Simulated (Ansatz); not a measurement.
Ga2BiAs:
```cif
data_AsBiGa2
_chemical_formula_sum 'Ga2 Bi1 As1'
_space_group_name_H-M_alt 'P-4m2'
_space_group_IT_number 115
_space_group_name_Hall 'P -4 -2'
_cell_length_a 4.23852
_cell_length_b 4.23852
_cell_length_c 6.04225
_cell_angle_alpha 90.000
_cell_angle_beta 90.000
_cell_angle_gamma 90.000
loop_
_atom_site_label
_atom_site_type_symbol
_atom_site_symmetry_multiplicity
_atom_site_Wyckoff_symbol
_atom_site_fract_x
_atom_site_fract_y
_atom_site_fract_z
_atom_site_occupancy
Ga1 Ga 2 g 0.00000 0.50000 0.27444 1
Bi1 Bi 1 a 0.00000 0.00000 0.00000 1
As1 As 1 c 0.50000 0.50000 0.50000 1
```

Relaxed at zero pressure with DFT-r²SCAN in the program Ansatz with PAW potentials.

Question: The volume is lowered by 6 % and shape and atoms relax at that volume. What pressure results, and how do the axes share the change?

Answer: 3.9 GPa; a -2.1 %, b -2.1 %, c -2.0 %; the energy rises by 18 meV/atom.

Question: Give the new structure.

Answer: 
Space group P-4m2 (No. 115); a = 4.1511 Å, b = 4.1511 Å, c = 5.9216 Å, α = 90.00°, β = 90.00°, γ = 90.00°

```csv
atom,site,symmetry,x,y,z
Ga,2g,2mm.,0.0000,0.5000,0.2752
Bi,1a,-4m2,0.0000,0.0000,0.0000
As,1c,-4m2,0.5000,0.5000,0.5000
```

The phase is kept; no other phase was compared at this pressure.

The first step of the workflow began from a Materials Project structure, measured or hypothetical; the Crystallography Open Database copy checked does not list it. Whether it is the stable phase at ambient conditions was not checked. The cell was relaxed with r²SCAN under the symmetry of its start; of distortions, only those at the zone centre were tested. Scalar-relativistic: spin–orbit coupling is off unless named, which matters more the heavier the elements.

Potentials: the later of the program's two PAW sets.
